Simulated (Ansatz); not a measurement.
BiPd (NiAs type, P6_3/mmc), a = b = 4.2185 Å, c = 5.5865 Å, α = β = 90.00°, γ = 120.00°.

Relaxed with LDA.

Q: Which orbitals make up the states near the Fermi level in plane-wave PAW LDA (Ansatz code)?

A: Within 0.5 eV of the Fermi level: Bi 6p 56 %, Pd 4d 34 %, Bi 6s 5 %. Projections are on Löwdin-orthogonalised atomic valence shells; empty p or d shells of many metals are not among them.

Q: Tabulate the density of states.

A: States/eV per cell of 4 atoms, in 0.25 eV bins, energy from the Fermi level.

```tsv
E (eV)	total	Pd 4d	Bi 6p	Bi 6s
-7.85	0.00	0.00	0.00	0.00
-7.60	0.00	0.00	0.00	0.00
-7.35	0.00	0.00	0.00	0.00
-7.10	0.00	0.00	0.00	0.00
-6.85	0.00	0.00	0.00	0.00
-6.60	0.00	0.00	0.00	0.00
-6.35	0.00	0.00	0.00	0.00
-6.10	0.00	0.00	0.00	0.00
-5.85	0.88	0.27	0.56	0.01
-5.60	1.68	0.48	1.10	0.02
-5.35	2.53	0.80	1.61	0.03
-5.10	4.30	1.66	2.50	0.04
-4.85	4.49	2.63	1.76	0.03
-4.60	4.53	3.18	1.26	0.03
-4.35	4.43	3.27	1.08	0.02
-4.10	6.52	4.96	1.45	0.03
-3.85	5.45	4.33	1.02	0.05
-3.60	6.75	5.33	1.26	0.07
-3.35	6.45	5.07	1.19	0.08
-3.10	6.86	5.78	0.90	0.08
-2.85	11.43	10.29	0.90	0.09
-2.60	7.34	6.25	0.89	0.07
-2.35	4.70	4.01	0.55	0.05
-2.10	7.83	6.89	0.70	0.12
-1.85	2.45	1.58	0.71	0.08
-1.60	2.22	1.22	0.85	0.07
-1.35	2.22	1.12	0.94	0.08
-1.10	2.18	1.00	1.00	0.10
-0.85	2.64	1.13	1.26	0.15
-0.60	2.17	0.89	1.07	0.12
-0.35	2.12	0.85	1.08	0.11
-0.10	2.00	0.74	1.07	0.10
0.15	1.92	0.58	1.15	0.10
0.40	1.76	0.44	1.13	0.09
0.65	1.53	0.33	1.03	0.06
0.90	1.30	0.27	0.89	0.05
1.15	1.34	0.27	0.91	0.05
1.40	1.79	0.33	1.23	0.06
1.65	1.82	0.31	1.27	0.04
1.90	1.69	0.29	1.17	0.03
2.15	1.62	0.26	1.12	0.03
2.40	1.63	0.24	1.14	0.02
2.65	1.54	0.21	1.09	0.02
2.90	1.55	0.20	1.11	0.01
3.15	1.73	0.23	1.29	0.01
3.40	1.45	0.18	1.12	0.01
3.65	0.78	0.09	0.56	0.00
3.90	0.64	0.06	0.33	0.00
4.15	0.66	0.03	0.15	0.00
4.40	0.97	0.02	0.10	0.00
4.65	1.64	0.03	0.17	0.00
4.90	2.26	0.04	0.21	0.00
```

The first step of the workflow began from a Materials Project structure, measured or hypothetical; the Crystallography Open Database files this formula in space group No. 194, but the cells were not matched. Whether it is the stable phase at ambient conditions was not checked. The cell was relaxed with LDA under the symmetry of its start; of distortions, only those at the zone centre were tested. The run is not spin-polarised. Axis ratios of metals converge slowly with the k-mesh, so a and c are less sure than the volume. Spin–orbit coupling is left out wherever it is not named.

Potentials: the later of the program's two PAW sets.
